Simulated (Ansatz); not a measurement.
A plane-wave DFT run in Ansatz 0.2.0 (scalar-relativistic PAW potentials unless the input names others): input and command.

```yaml
crystal:
  lattice:
    - [3.0784702614, 0.0, 0.0]
    - [-1.5392351307, 2.6660334512, 0.0]
    - [0.0, 0.0, 5.170273102]
  atoms:
    - { symbol: Mg, position: [0.6666666667, 0.3333333333, 0.25] }
    - { symbol: Mg, position: [0.3333333333, 0.6666666667, 0.75] }
basis:
  ecutwfc: 500
  ecutrho_ratio: 1
kpoints:
  mp_grid: { grid: [12, 12, 7] }
hamiltonian:
  xc: r2scan
scf:
  occupations: { method: gaussian, width: 0.1 }
  max_iter: 80
output:
  forces: true
  eigenvalues: true
  stress: true
```

```bash
ansatz run input.yaml --threads 8 --pin off --max-ram 20480MiB --backend cpu --events-out ev --progress --plain --runs-dir out
```

Abridged log:
```
Basis set: ecut = 500 eV, 1099 PW (Γ), exchange–correlation on 72×72×120 points (64 copies of the dense FFT grid, shifted against one another)
Bands: 14, of which v1, the nominal top of the filled ones, is band 10 counted from 1 (9 counted from 0)
Symmetry: 24 space group operations
k-points: 76 of 1008
SCF iter   1: F=—  HF=-3852.794634 eV  |F-HF|=—  |Δ(HF+E_count)|=         —  Δρ=7.65e-3  dr2=7.93e-3  dr2_τ=5.74e-3  ethr=1.77e-3  ⟨swp⟩=5.1  Hψ=5808  notcnv=0
SCF iter   2: F=—  HF=-3852.799998 eV  |F-HF|=—  |Δ(HF+E_count)|=   5.36e-3  Δρ=3.17e-3  dr2=1.75e-3  dr2_τ=1.23e-5  ethr=3.97e-5  ⟨swp⟩=2.0  Hψ=2734  notcnv=0  defer=2
SCF iter   3: F=—  HF=-3852.800616 eV  |F-HF|=—  |Δ(HF+E_count)|=   6.18e-4  Δρ=6.32e-4  dr2=1.09e-4  dr2_τ=2.01e-7  ethr=8.73e-6  ⟨swp⟩=2.0  Hψ=1829  notcnv=0  defer=2
SCF iter   4: F=—  HF=-3852.800732 eV  |F-HF|=—  |Δ(HF+E_count)|=   1.16e-4  Δρ=3.83e-5  dr2=5.51e-7  dr2_τ=2.32e-8  ethr=5.44e-7  ⟨swp⟩=2.0  Hψ=1221  notcnv=0  defer=2
SCF iter   5: F=—  HF=-3852.800733 eV  |F-HF|=—  |Δ(HF+E_count)|=   9.20e-7  Δρ=3.11e-6  dr2=3.21e-9  dr2_τ=1.93e-10  ethr=2.75e-9  ⟨swp⟩=2.0  Hψ=1831  notcnv=0  defer=2
SCF iter   6: F=-3852.800733 eV  HF=-3852.800733 eV  |F-HF|=3.96e-11  |Δ(HF+E_count)|=   8.06e-9  Δρ=2.97e-7  dr2=1.77e-11  dr2_τ=1.05e-12  ethr=1.60e-11  ⟨swp⟩=2.1  Hψ=3382  notcnv=0
SCF 1 converged in 6 iterations: F = -3852.800733 eV  dr2 = 1.77e-11
SCF converged after 6 iterations
Free energy (F): -3852.800733 eV
Harris-Foulkes:  -3852.800733 eV  (|F-HF|=3.96e-11)
Internal energy: -3852.796879 eV  (E = F + TS)
E sigma→0 (E₀):  -3852.798806 eV
Entropy (-TS):   -0.003854 eV (-1.927 meV/atom)
Fermi energy:    6.300291 eV
--- Forces (eV/Å), atoms counted from 1 ---
  atom   1  Mg     0.00000000     0.00000000     0.00000000
  atom   2  Mg     0.00000000     0.00000000     0.00000000
--- Stress (GPa, compression-positive) ---
        5.493296       0.000000       0.000000
        0.000000       5.493296       0.000000
        0.000000       0.000000       1.423221
  P = ⅓ Tr σ = 4.1366 GPa (41.366 kbar)
```

Problem. What is wrong with this input?

Solution. The fault is a density cutoff too low for products of the waves, which reach up to 4 times the waves' cutoff (basis.ecutrho_ratio: not typed → 1, the first being the value of the sound run). Setting it back cures it. The log, from which this was withheld above, says: «Warning: basis.ecutrho_ratio = 1 (ecutrho = 500 eV) is below the records' recommended 2000 eV» «settings of this run that can trade accuracy for cost: basis.ecutrho_ratio < 4. Do not mix this run's numbers with those of runs without the same settings; the input reference describes each key» The run converged all the same, with an energy at zero smearing 11.00 meV/atom below the reference's, pressure 4.14 GPa, largest force 0.000 eV/Å, no gap on the mesh, so convergence alone doesn't show that an input is right. A reference run from the same start on usual settings converged with pressure 2.81 GPa, largest force 0.000 eV/Å, no gap on the mesh.

The run took 1.4 s on 8 threads of Intel(R) Xeon(R) Processor @ 2.70GHz (shared host), peak memory 0.43 GiB.